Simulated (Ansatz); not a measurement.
Relaxed-ion elastic tensor of Ru (hcp (Mg type), P6_3/mmc) in GPa (Voigt order), DFT-LDA in the program Ansatz with PAW potentials; density 12.82 g/cm³, 13.09 Å³ per atom.

```
659  217  202  0.0  0.0  0.0
217  659  202  0.0  0.0  0.0
202  202  739  0.0  0.0  0.0
0.0  0.0  0.0  213  0.0  0.0
0.0  0.0  0.0  0.0  213  0.0
0.0  0.0  0.0  0.0  0.0  221
```

**Question.** Is the crystal mechanically stable?

**Answer.** Yes: the smallest eigenvalue of C is 213 GPa.

**Question.** Work out the Voigt, Reuss and Hill averages.

**Answer.** K_V = 367, K_R = 366, K_H = 366; G_V = 225, G_R = 224, G_H = 225 GPa.

**Question.** Give Young's modulus, Poisson's ratio, Pugh's ratio and the universal anisotropy index.

**Answer.** E = 9KG/(3K + G) = 560 GPa; ν = 0.25; K/G = 1.63 (brittle by the Pugh limit of 1.75); A_U = 5G_V/G_R + K_V/K_R − 6 = 0.03.

**Question.** Estimate the sound speeds and the Debye temperature.

**Answer.** v_l = √((K + 4G/3)/ρ) = 7210 m/s, v_t = √(G/ρ) = 4190 m/s, mean 4650 m/s; Θ = (h/k)(3n/4πV)^(1/3) v_m = 587 K.

**Question.** Solve the Christoffel equation for the three sound speeds along x, y, z.

**Answer.** Eigenvalues of C_ijkl n_j n_l equal ρv². In km/s, slowest first: x 4.08, 4.15, 7.17; y 4.08, 4.15, 7.17; z 4.08, 4.08, 7.59.

**Question.** How much does each axis shrink under pressure?

**Answer.** Linear compressibilities β_i = Σ_j S_ij (j = 1 to 3): x 0.95, y 0.95, z 0.83 per TPa.

The LDA relaxation kept the symmetry of its start. The run is not spin-polarised. As this level gives no gap, shear constants depend on the k-mesh and smearing (Fermi–Dirac, 0.1 eV here).

Potentials: the later of the program's two PAW sets.
